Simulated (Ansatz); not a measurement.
## In$_{3}$Se: clamped-ion strain scan

Method: DFT PBE+D3(BJ), scalar-relativistic, plane waves, PAW (Ansatz 0.2.0). Cutoff 420 eV, Γ-centred 10×10×10 k-points, Gaussian smearing of 0.15 eV. No spin polarisation. Energies are free energies at this smearing, counted from the undisturbed cell; pressure is positive in compression.

The undisturbed cell (relaxed at this level; it needn't be the usual structure):

```yaml
crystal:
  lattice:
    - [4.70090, 0.00000, 0.00000]
    - [0.00000, 4.70090, 0.00000]
    - [0.00000, 0.00000, 4.70090]
  atoms:
    - { symbol: In, position: [0.00000, 0.50000, 0.50000] }
    - { symbol: In, position: [0.50000, 0.00000, 0.50000] }
    - { symbol: In, position: [0.50000, 0.50000, 0.00000] }
    - { symbol: Se, position: [0.00000, 0.00000, 0.00000] }
```

The cell is strained by ε times the Voigt pattern (1, 0, 0, 0, 0, 0) (xx, yy, zz, yz, xz, xy; engineering shear) with fractional coordinates fixed. The cell is metallic on the mesh throughout.

ε, ΔE (meV/atom) and a bar:
```
  -0.0600       13.6 ##############################
  -0.0450        7.4 ################
  -0.0300        3.2 #######
  -0.0150        0.8 ##
   0.0000        0.0
   0.0150        0.6 #
   0.0300        2.6 ######
   0.0450        6.1 #############
   0.0600       11.0 ########################
```